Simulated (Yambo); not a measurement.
G0W0@LDA for K$_{3}$RhF$_{6}$ (space group Fm-3m, No. 225) in Yambo. Reference settings: 2×2×2 Γ-centred k mesh, bands 5 to 328 and a 8 Ry block in the screening, 328 bands in G with the Bruneval-Gonze terminator, plasmon pole fitted at 27.2 eV. The LDA gap X → X on this mesh is 2.03 eV; G0W0 gaps are taken between the same points.

```tsv
change from the reference	G0W0 gap X → X (eV)	shift of the valence edge (eV)
reference settings	5.84	-1.58
wavefunctions cut at 10 Ry	5.44	-0.37
255 bands in W, 255 bands in G, 3 Ry block, no terminator	6.05	-1.51
85 bands in W, 85 bands in G, 2 Ry block	6.61	-1.89
3 Ry block, no terminator	(withheld)	-1.58
127 bands in W, 127 bands in G, 6 Ry block	5.95	-1.44
127 bands in W, 127 bands in G, 3 Ry block	6.11	-1.57
127 bands in W, 127 bands in G, 2 Ry block	(withheld)	-1.85
```

Question: Estimate the withheld gaps from the other rows; the computed values follow.

Answer: 
- 3 Ry block, no terminator, G0W0 gap X → X (eV): 6.06
- 127 bands in W, 127 bands in G, 2 Ry block, G0W0 gap X → X (eV): 6.48

The reference isn't shown to be the converged limit.

Spin-orbit coupling is not included.

Geometry of the Materials Project entry, not relaxed at this level; primitive cell a = 6.237 Å, b = 6.237 Å, c = 6.237 Å, α = 60.00°, β = 60.00°, γ = 60.00°.

The structure is a Materials Project entry; no match was found in the copy of COD used, and its stability was not checked.

A shift is the quasiparticle energy of the state minus its LDA energy.
